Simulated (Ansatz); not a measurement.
Consider a crystal of In2O in space group P4/mmm (No. 123), with In on 2f; O on 1d. The cell of In2O is invented: ordered vacancies on the anion sites of caesium chloride (occupants of the shared sites, in ratio, O: 1, vacant: 1).

These are results of Ansatz, DFT PBE, scalar-relativistic, plane waves, PAW, not measurements. Cutoff 420 eV, Γ-centred mesh, Gaussian smearing, no spin polarisation.

The zero of energy is the elements' standard structures at the same level (O₂ as a molecule); no fitted shifts are applied.

Problem. Which cell and coordinates does it relax to?

Solution.

Space group P4/mmm (No. 123). a = 4.300 Å, b = 4.300 Å, c = 3.289 Å, α = 90.00°, β = 90.00°, γ = 90.00°
```
atom  site  symmetry       x       y       z
  In    2f      mmm.  0.0000  0.5000  0.0000
   O    1d     4/mmm  0.5000  0.5000  0.5000
```

Around In lie 4 O at 2.71 Å, 4 In at 3.04 Å and 2 In at 3.29 Å; around O lie 8 In at 2.71 Å and 2 O at 3.29 Å. Another local minimum with the same sites may exist.

Problem. And its energy and gap?

Solution. The formation energy is −0.24 eV/atom and the gap on the 12×12×14 mesh of the 3-atom cell is 0 eV (a metal).

The last run used Gaussian smearing of 0.10 eV. Symmetry constrained the relaxation, so the result can be a saddle point. Another cell of In2O relaxed alike, in Pn-3m, lies 50 meV/atom lower, so this cell isn't the stable form at this level.
